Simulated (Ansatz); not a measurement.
The relaxed structure here is a generated cell of ZrRh: the first start was made by a random draw of sites in a space group, and the end was not matched to a known phase here, so it may be hypothetical.

A relaxed structure of ZrRh. Level of theory: PBE (plane waves to 420 eV, PAW, scalar-relativistic; Ansatz, a program for electronic structure).

```
CELL_PARAMETERS angstrom
      6.71166     0.00000     0.00000
     -3.35583     5.81247     0.00000
      0.00000     0.00000     3.04860
ATOMIC_POSITIONS crystal
  Rh 0.24466 0.12233 0.00000
  Rh 0.87767 0.12233 0.66667
  Rh 0.87767 0.75534 0.33333
  Zr 0.02393 0.51197 0.00000
  Zr 0.48803 0.51197 0.66667
  Zr 0.48803 0.97607 0.33333
```

### Question
Determine the symmetry and give the standard cell with its independent sites.

### Answer
Space group P3₂12 (No. 153); a = 6.712 Å, b = 6.712 Å, c = 3.049 Å, α = 90.00°, β = 90.00°, γ = 120.00°

| atom | site | symmetry | x | y | z |
|---|---|---|---|---|---|
| Rh | 3a | ..2 | 0.2447 | 0.1223 | 0.0000 |
| Zr | 3a | ..2 | 0.0239 | 0.5120 | 0.0000 |

### Question
Give the shortest distances between elements (the closest pairs, up to four, under 3.6 Å).

### Answer
Rh–Zr 2.50 Å; Rh–Rh 2.66 Å; Zr–Zr 3.05 Å.

| Item | Result |
|---|---|
| Volume per atom | 19.82 Å³ |
| Band gap | no gap (metallic) |

No spin polarisation in the result.

The run could not lose the symmetry of its start: the end is stationary, and may be a saddle point rather than a minimum.
